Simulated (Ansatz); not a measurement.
Generalised stacking fault of Li2O (anti-fluorite) on the {100} plane. The cell below holds the perfect crystal with the plane normal along z; tilting its third vector by the shift puts one fault into each cell, between planes 1.16 Å apart, at fixed cell height.

```yaml
crystal:
  lattice:
    - [3.27118, 0.00000, 0.00000]
    - [0.00000, 3.27118, 0.00000]
    - [1.63559, 1.63559, 6.93921]
  atoms:
    - { symbol: O, position: [0.00000, 0.00000, 0.91667] }
    - { symbol: O, position: [0.33333, 0.33333, 0.25000] }
    - { symbol: O, position: [0.66667, 0.66667, 0.58333] }
    - { symbol: Li, position: [0.91667, 0.41667, 0.08333] }
    - { symbol: Li, position: [0.25000, 0.75000, 0.41667] }
    - { symbol: Li, position: [0.58333, 0.08333, 0.75000] }
    - { symbol: Li, position: [0.41667, 0.91667, 0.08333] }
    - { symbol: Li, position: [0.75000, 0.25000, 0.41667] }
    - { symbol: Li, position: [0.08333, 0.58333, 0.75000] }
```

In-plane vectors a = (3.271, 0.000) Å, b = (0.000, 3.271) Å, area 10.70 Å². The shift is s times the vector a (length 3.271 Å), so s = 1 restores the start. Atoms relax along the normal only. γ = [E(shift) − E(0)] / area.

The numbers are results of PBE (plane waves to 420 eV, PAW, scalar-relativistic; Ansatz, a first-principles code), not measurements. k mesh 9×9×9 (Γ-centred), Fermi-Dirac smearing 0.05 eV. Energies are extrapolated to zero smearing. Some relaxations began with atoms very close together and may have settled on another branch. Faults lie only 6.9 Å apart, and holding the cell height raises γ above its relaxed value. Li2O was relaxed with its symmetry unable to fall. The zero of γ is zero shift.

```tsv
s	γ (mJ/m²)
0.000	0
0.083	withheld
0.167	462
0.250	831
0.333	1161
0.417	1386
0.500	1466
0.583	1386
0.667	1161
0.750	831
0.833	462
0.917	withheld
```

Task: Fit a Fourier form (three harmonics of 1 − cos and sin) to the given rows and predict γ at s = 0.083.

Result: Least squares on the 10 given rows: γ = (722.6)·[1 − cos(2πs)] + (50.1)·[1 − cos(4πs)] + (11.5)·[1 − cos(6πs)], in mJ/m²; root-mean-square residual 2.2 mJ/m². At 0.083 the fit gives 133 mJ/m²; the calculation gives 141 mJ/m², so the interpolation is off by -8 (-5.7 %). 

(The slope of γ gives the shear force per area between the displaced halves; near zero shift its curvature is an elastic stiffness.)
